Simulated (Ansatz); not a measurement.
Input:

SiMo3:
```cif
data_Mo6Si2
_chemical_formula_sum 'Mo6 Si2'
_space_group_name_H-M_alt 'P 1'
_space_group_IT_number 1
_cell_length_a 4.90474
_cell_length_b 4.90474
_cell_length_c 4.90474
_cell_angle_alpha 90.000
_cell_angle_beta 90.000
_cell_angle_gamma 90.000
loop_
_space_group_symop_operation_xyz
  'x, y, z'
loop_
_atom_site_label
_atom_site_type_symbol
_atom_site_fract_x
_atom_site_fract_y
_atom_site_fract_z
_atom_site_occupancy
Mo1 Mo 0.25000 0.00000 0.50000 1
Mo2 Mo 0.50000 0.75000 0.00000 1
Mo3 Mo 0.75000 0.00000 0.50000 1
Mo4 Mo 0.50000 0.25000 0.00000 1
Mo5 Mo 0.00000 0.50000 0.75000 1
Mo6 Mo 0.00000 0.50000 0.25000 1
Si1 Si 0.00000 0.00000 0.00000 1
Si2 Si 0.50000 0.50000 0.50000 1
```

This is the PBE-relaxed structure.

Question: All from PBE (plane waves, PAW; program Ansatz), unless another level is named. Estimate the electronic character.

Answer: metallic (no gap).

Question: Give the formation energy from the elements (no fitted shifts).

Answer: -31 kJ/mol of atoms.

Question: And the density of states at the Fermi level?

Answer: 0.44 states/eV per atom (mean over ±0.08 eV).

Space group Pm-3n (A15 (Cr3Si type)). Symmetry was held in the PBE relaxation. The run is not spin-polarised. The references are the lowest solids computed at this level, not always the standard phases. Spin–orbit coupling is left out wherever it is not named.

Potentials: the later of the program's two PAW sets.
